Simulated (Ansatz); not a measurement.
## All-electron card of Mn2ZnAs2

```xyz
5
Lattice="4.0990 0.0000 0.0000 -2.0495 3.5498 0.0000 0.0000 0.0000 6.5720" Properties=species:S:1:pos:R:3 pbc="T T T"
Mn    0.0000    2.3666    2.4280
Mn    2.0495    1.1833    4.1440
Zn    0.0000    0.0000    0.0000
As    0.0000    2.3666    5.0468
As    2.0495    1.1833    1.5252
```

Atom numbers follow the list: Mn1, Mn2, Zn3, As4, As5.

The geometry is COD entry 1536588, unchecked; take it as a test cell.

Runs of this kind can end on a higher state of the open shell or of the magnetic order, so this needn't be the ground state of the method.

All numbers are computed: DFT, PBE, all-electron LAPW, scalar-relativistic (Ansatz 0.2.0); DFT, PBE, PAW with Ansatz's default frozen-core files, scalar-relativistic (Ansatz 0.2.0); DFT, PBE, all-electron PAW with datasets made for the crystal, scalar-relativistic (Ansatz 0.2.0).

For LAPW: a Γ-centred 8×8×4 k mesh, Fermi–Dirac smearing of 0.05 eV, basis error target 1 meV/atom, spin-polarised from start moments Mn1 4, Mn2 4 μB. PAW takes a cutoff of 420 eV at this cell. The crystal-made all-electron datasets (AE datasets) take a cutoff of 320 eV at this cell. The Ansatz runs share mesh, smearing and spin set-up. Values come from LAPW unless marked.

```yaml
Pressure_at_this_cell: -3.08 GPa
Band_gap: "none: bands cross the Fermi level, a metal"
Stress_xx_yy_zz_compression_positive: -2.59, -2.59, -4.06 GPa
Largest_force: 0.0187 Ry/bohr on As4
Moment_of_the_cell: 7.48 μB
Moments_in_the_spheres: Mn1 3.60, Zn3 0.06, As4 -0.08 μB
Density_of_states_at_the_Fermi_level_0.2_eV_bin: 6.50 states/eV per cell
Löwdin_charges_with_0.55_e_of_the_cell_spilling_out_of_the_atomic_basis_so_their_sizes_and_signs_hang_on_that_basis: Mn1 0.72, Zn3 1.07, As4 -0.98 e
Bader_charges_from_the_PAW_run: Mn1 +0.65, Zn3 +0.50, As4 -0.90 e
Contact_hyperfine_fields_crystal-made_datasets: Mn1 -5.6, Zn3 39.8, As4 28.5 T, core polarisation included, positive along the moment of the spin-up electrons
Volume_per_atom: 19.13 Å³
```
